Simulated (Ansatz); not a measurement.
YF$_{3}$:
```cif
data_F12Y4
_chemical_formula_sum 'Y4 F12'
_space_group_name_H-M_alt 'P 1'
_space_group_IT_number 1
_cell_length_a 6.37633
_cell_length_b 6.86325
_cell_length_c 4.37605
_cell_angle_alpha 90.000
_cell_angle_beta 90.000
_cell_angle_gamma 90.000
loop_
_space_group_symop_operation_xyz
  'x, y, z'
loop_
_atom_site_label
_atom_site_type_symbol
_atom_site_fract_x
_atom_site_fract_y
_atom_site_fract_z
_atom_site_occupancy
Y1 Y 0.63112 0.75000 0.93804 1
Y2 Y 0.36888 0.25000 0.06196 1
Y3 Y 0.86888 0.25000 0.43804 1
Y4 Y 0.13112 0.75000 0.56196 1
F1 F 0.16528 0.43681 0.37961 1
F2 F 0.83472 0.56319 0.62039 1
F3 F 0.33472 0.56319 0.87961 1
F4 F 0.66528 0.43681 0.12039 1
F5 F 0.66528 0.06319 0.12039 1
F6 F 0.33472 0.93681 0.87961 1
F7 F 0.83472 0.93681 0.62039 1
F8 F 0.16528 0.06319 0.37961 1
F9 F 0.52258 0.25000 0.58818 1
F10 F 0.47742 0.75000 0.41182 1
F11 F 0.97742 0.75000 0.08818 1
F12 F 0.02258 0.25000 0.91182 1
```

Relaxed with r²SCAN.

Question: Which orbitals make up the states near the band edges in DFT-r²SCAN in the program Ansatz with PAW potentials?

Answer: Top 1 eV of the valence band: F 2p 98 %. Bottom 1 eV of the conduction band: Y 4d 86 %, F 2p 5 %. Projections are on Löwdin-orthogonalised atomic valence shells; empty p or d shells of many metals are not among them.

Question: Tabulate the density of states.

Answer: States/eV per cell of 16 atoms, in 0.25 eV bins, energy from the valence-band maximum.

| E (eV) | total | F 2p | Y 4d | Y 5s |
|---|---|---|---|---|
| -3.80 | 0.00 | 0.00 | 0.00 | 0.00 |
| -3.55 | 3.82 | 3.19 | 0.46 | 0.12 |
| -3.30 | 13.03 | 10.86 | 1.75 | 0.25 |
| -3.05 | 18.45 | 15.61 | 2.28 | 0.23 |
| -2.80 | 19.05 | 16.49 | 1.99 | 0.23 |
| -2.55 | 14.73 | 13.11 | 1.20 | 0.12 |
| -2.30 | 19.78 | 17.95 | 1.25 | 0.17 |
| -2.05 | 13.68 | 12.52 | 0.76 | 0.15 |
| -1.80 | 23.86 | 22.04 | 1.19 | 0.25 |
| -1.55 | 25.22 | 23.55 | 1.14 | 0.15 |
| -1.30 | 29.05 | 27.36 | 1.17 | 0.08 |
| -1.05 | 23.58 | 22.60 | 0.60 | 0.07 |
| -0.80 | 21.22 | 20.57 | 0.37 | 0.04 |
| -0.55 | 22.66 | 22.17 | 0.27 | 0.02 |
| -0.30 | 21.87 | 21.60 | 0.12 | 0.01 |
| -0.05 | 17.99 | 17.86 | 0.06 | 0.00 |
| 0.20 | 0.00 | 0.00 | 0.00 | 0.00 |
| 0.45 | 0.00 | 0.00 | 0.00 | 0.00 |
| 0.70 | 0.00 | 0.00 | 0.00 | 0.00 |
| 0.95 | 0.00 | 0.00 | 0.00 | 0.00 |
| 1.20 | 0.00 | 0.00 | 0.00 | 0.00 |
| 1.45 | 0.00 | 0.00 | 0.00 | 0.00 |
| 1.70 | 0.00 | 0.00 | 0.00 | 0.00 |
| 1.95 | 0.00 | 0.00 | 0.00 | 0.00 |
| 2.20 | 0.00 | 0.00 | 0.00 | 0.00 |
| 2.45 | 0.00 | 0.00 | 0.00 | 0.00 |
| 2.70 | 0.00 | 0.00 | 0.00 | 0.00 |
| 2.95 | 0.00 | 0.00 | 0.00 | 0.00 |
| 3.20 | 0.00 | 0.00 | 0.00 | 0.00 |
| 3.45 | 0.00 | 0.00 | 0.00 | 0.00 |
| 3.70 | 0.00 | 0.00 | 0.00 | 0.00 |
| 3.95 | 0.00 | 0.00 | 0.00 | 0.00 |
| 4.20 | 0.00 | 0.00 | 0.00 | 0.00 |
| 4.45 | 0.00 | 0.00 | 0.00 | 0.00 |
| 4.70 | 0.00 | 0.00 | 0.00 | 0.00 |
| 4.95 | 0.00 | 0.00 | 0.00 | 0.00 |
| 5.20 | 0.00 | 0.00 | 0.00 | 0.00 |
| 5.45 | 0.00 | 0.00 | 0.00 | 0.00 |
| 5.70 | 0.00 | 0.00 | 0.00 | 0.00 |
| 5.95 | 0.00 | 0.00 | 0.00 | 0.00 |
| 6.20 | 0.00 | 0.00 | 0.00 | 0.00 |
| 6.45 | 0.00 | 0.00 | 0.00 | 0.00 |
| 6.70 | 0.00 | 0.00 | 0.00 | 0.00 |
| 6.95 | 0.00 | 0.00 | 0.00 | 0.00 |
| 7.20 | 0.00 | 0.00 | 0.00 | 0.00 |
| 7.45 | 0.00 | 0.00 | 0.00 | 0.00 |
| 7.70 | 0.00 | 0.00 | 0.00 | 0.00 |
| 7.95 | 0.00 | 0.00 | 0.00 | 0.00 |
| 8.20 | 0.00 | 0.00 | 0.00 | 0.00 |
| 8.45 | 0.00 | 0.00 | 0.00 | 0.00 |
| 8.70 | 3.22 | 0.14 | 2.81 | 0.09 |
| 8.95 | 14.03 | 0.55 | 12.07 | 0.49 |
| 9.20 | 23.68 | 1.29 | 20.33 | 0.46 |
| 9.45 | 13.96 | 0.93 | 11.84 | 0.10 |
| 9.70 | 10.91 | 0.72 | 9.24 | 0.05 |
| 9.95 | 13.59 | 1.06 | 11.34 | 0.11 |
| 10.20 | 16.71 | 1.41 | 13.75 | 0.43 |
| 10.45 | 13.98 | 1.36 | 11.62 | 0.24 |
| 10.70 | 12.50 | 1.39 | 10.29 | 0.23 |
| 10.95 | 17.81 | 2.26 | 14.41 | 0.40 |
| 11.20 | 18.13 | 2.59 | 14.30 | 0.57 |
| 11.45 | 3.04 | 0.43 | 2.19 | 0.27 |
| 11.70 | 2.24 | 0.27 | 1.11 | 0.66 |

Space group Pnma. The first step of the workflow began from a Materials Project structure, measured or hypothetical; the Crystallography Open Database files this formula in space group No. 62, but the cells were not matched. Its standing as an ambient phase is unchecked. The r²SCAN relaxation kept the symmetry of its start; whether a distortion lowers the energy is not shown. The run is not spin-polarised. Scalar-relativistic: spin–orbit coupling is off unless named, which matters more the heavier the elements.

Potentials: the later of the program's two PAW sets.
